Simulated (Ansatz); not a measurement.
Consider the following.

Cu3Sn:
```cif
data_Cu6Sn2
_chemical_formula_sum 'Cu6 Sn2'
_space_group_name_H-M_alt 'P 1'
_space_group_IT_number 1
_cell_length_a 4.25054
_cell_length_b 5.44468
_cell_length_c 4.77803
_cell_angle_alpha 90.000
_cell_angle_beta 90.000
_cell_angle_gamma 90.000
loop_
_space_group_symop_operation_xyz
  'x, y, z'
loop_
_atom_site_label
_atom_site_type_symbol
_atom_site_fract_x
_atom_site_fract_y
_atom_site_fract_z
_atom_site_occupancy
Cu1 Cu 0.50000 0.00000 0.29737 1
Cu2 Cu 0.00000 0.50000 0.70263 1
Cu3 Cu 0.00000 0.75329 0.15449 1
Cu4 Cu 0.00000 0.24671 0.15449 1
Cu5 Cu 0.50000 0.74671 0.84551 1
Cu6 Cu 0.50000 0.25329 0.84551 1
Sn1 Sn 0.50000 0.50000 0.34472 1
Sn2 Sn 0.00000 0.00000 0.65528 1
```

This is the PBEsol-relaxed structure.

Q: All from the program Ansatz at the PBEsol level (PAW), unless another level is named. Give the highest zone-centre frequency.

A: 225 cm⁻¹.

Q: Predict the bulk modulus (Birch–Murnaghan fit).

A: 125 GPa.

Space group Pmmn. The first step of the workflow began from a Materials Project structure, measured or hypothetical; the Crystallography Open Database files this formula in space group No. 59, but the cells were not matched. Whether it is the stable phase at ambient conditions was not checked. The cell was relaxed with PBEsol under the symmetry of its start; of distortions, only those at the zone centre were tested. The run is not spin-polarised. As this level gives no gap, phonon frequencies hold no LO–TO term and depend on the k-mesh and smearing (Fermi–Dirac, 0.1 eV here). Spin–orbit coupling is left out wherever it is not named.

Potentials: the later of the program's two PAW sets.
